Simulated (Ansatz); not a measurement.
Starting cell, GaIr (CsCl type):

```
GaIr
1.0
    5.99681     0.00000     0.00000
    2.99840     2.99840     0.00000
    0.00000     0.00000     2.99840
Ga Ir
2 2
Direct
  0.00000   0.00000   0.00000
  0.50000   0.00000   0.00000
  0.00000   0.50000   0.50000
  0.50000   0.50000   0.50000
```

The atoms are displaced by Q × the pattern below (from a DFPT mode at M = (0.5, 0.5, 0.0), largest move 1; Q in Å), at fixed cell. (q is in reciprocal vectors of the primitive cell; the cell shown is doubled to hold the pattern.)

```
atom      x      y       z
----  -----  -----  ------
Ga1   0.000  0.000  -1.000
Ga2   0.000  0.000   1.000
```

Atoms not listed stay in place.

Calculation: LDA (plane waves to 420 eV, PAW, scalar-relativistic; Ansatz, a program for electronic structure). k mesh 15×15×15 (Γ-centred), Fermi-Dirac smearing 0.05 eV. The energy includes the smearing's −TS. With partly filled bands, energies and forces of such displacements shift with the k mesh and the smearing. GaIr is run without spin polarisation. GaIr was relaxed with its symmetry unable to fall. Spin-orbit coupling is left out, though Ir is heavy. The zero of ΔE is the undisplaced structure. The last digit holds for this mesh only.

```json
[
 {"Q (Å)": "-0.180", "ΔE (meV/cell)": "193.1"},
 {"Q (Å)": "-0.150", "ΔE (meV/cell)": "133.7"},
 {"Q (Å)": "-0.120", "ΔE (meV/cell)": "withheld"},
 {"Q (Å)": "-0.090", "ΔE (meV/cell)": "47.9"},
 {"Q (Å)": "-0.060", "ΔE (meV/cell)": "21.3"},
 {"Q (Å)": "-0.030", "ΔE (meV/cell)": "5.3"},
 {"Q (Å)": "0.000", "ΔE (meV/cell)": "0.0"},
 {"Q (Å)": "0.030", "ΔE (meV/cell)": "5.3"},
 {"Q (Å)": "0.060", "ΔE (meV/cell)": "21.3"},
 {"Q (Å)": "0.090", "ΔE (meV/cell)": "47.9"},
 {"Q (Å)": "0.120", "ΔE (meV/cell)": "withheld"},
 {"Q (Å)": "0.150", "ΔE (meV/cell)": "133.7"},
 {"Q (Å)": "0.180", "ΔE (meV/cell)": "193.1"}
]
```

### Question
Fit an even polynomial form (powers 2, 4) to the given rows and predict ΔE at Q = -0.120.

### Answer
Least squares on the 11 given rows: ΔE = (5901)·Q² + (1807)·Q⁴, in meV/cell with Q in Å; root-mean-square residual 0.02 meV/cell. At -0.120 the fit gives 85.3 meV/cell; the calculation gives 85.3 meV/cell, the same to the digits shown. The quadratic term alone would give 85.0 meV/cell.

(A displaced cell: forces are minus the slopes of the energy, force constants its curvatures, and phonons follow from these.)
